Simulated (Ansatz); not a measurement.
SnS2:
```
SnS2
1.0
    3.63126     0.00000     0.00000
   -1.81563     3.14476     0.00000
    0.00000     0.00000    11.42184
Sn S
2 4
Cartesian
  0.00000   2.09651   7.13991
  1.81563   1.04825   1.42899
  1.81563   1.04825   8.60572
  0.00000   2.09651   2.89480
  0.00000   0.00000  11.38124
  0.00000   0.00000   5.67032
```

x, y and z are the axes in which the lattice vectors are written.

Question: Give the high-frequency dielectric tensor and the Born effective charge tensors of the independent atoms from DFPT, LDA in the plane-wave PAW code Ansatz.

Answer: 
ε∞:
```
9.26  0.00  0.00
0.00  9.26  0.00
0.00  0.00  7.72
```
Z* of atom 1 (Sn), rows: field, columns: displacement, in e:
```
4.88  0.00  0.00
0.00  4.88  0.00
0.00  0.00  1.99
```
Z* of atom 3 (S), rows: field, columns: displacement, in e:
```
-2.46   0.00   0.00
 0.00  -2.46   0.00
 0.00   0.00  -0.96
```
Z* of atom 5 (S), rows: field, columns: displacement, in e:
```
-2.42   0.00   0.00
 0.00  -2.42   0.00
 0.00   0.00  -1.03
```

Static charges for comparison (Bader): Sn1 +1.45, S3 -0.73, S5 -0.73 e. Born charges measure polarisation by displacement and can exceed these by far.

Space group P6_3mc. The workflow started from a Materials Project entry (that database holds measured and hypothetical structures alike); the Crystallography Open Database copy checked does not list it. It is not the phase usual at ambient conditions (space group No. 164). The cell was relaxed with LDA under the symmetry of its start; whether a distortion lowers the energy is not shown. A crystal of weakly bound layers computed without a dispersion correction: the cell and the soft elastic constants depend strongly on that. Spin–orbit coupling is left out wherever it is not named.

Potentials: the later of the program's two PAW sets.
